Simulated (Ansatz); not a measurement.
The relaxed structure here is a generated cell of Cr: the first start was made by placing the elements on the sites of a structure type, and the end was not matched to a known phase here, so it may be hypothetical. Known forms of Cr include space group No. 229.

A relaxed cell of Cr (Cmmm (No. 65)), relaxed on a k-mesh at least as fine as the one used below. These are PBE (plane waves to 420 eV, PAW, scalar-relativistic; Ansatz, a program for electronic structure) values and carry that method's errors. Γ-centred k-mesh 8×15×14 on the run's cell (coarser than for final values), Fermi–Dirac smearing 0.05 eV.

```
Cr
1.0
    2.40640    -4.55450     0.00000
    1.20320     2.27725     0.00000
    0.00000     0.00000     2.24779
Cr
2
Direct
  0.25000   0.50000   0.00000
  0.75000   0.50000   0.00000
```

The atoms are displaced along an unstable phonon of this cell by (Å):

```tsv
atom	ux	uy	uz
Cr1	0.000	0.000	0.150
Cr2	0.000	0.000	-0.150
```

Question: What forces (eV/Å) and pressure result?

Answer: 
```csv
atom,Fx,Fy,Fz
Cr1,0.00,0.00,1.12
Cr2,0.00,0.00,-1.12
```

Pressure -1.8 GPa.

Question: Estimate the energy cost of the displacement in the harmonic approximation and compare with the calculation.

Answer: For a harmonic well ΔE = −½ Σ F·u = -0.169 eV a cell, or -84 meV/atom. The calculated energy relative to the undisplaced cell is -0.10 eV/atom, so the harmonic estimate holds well.

The undisplaced cell is probably no minimum: from this displacement the run went on to I4/mmm (No. 139), 0.48 eV/atom below it.

No spin polarisation in the result. A magnetic state may lie lower.
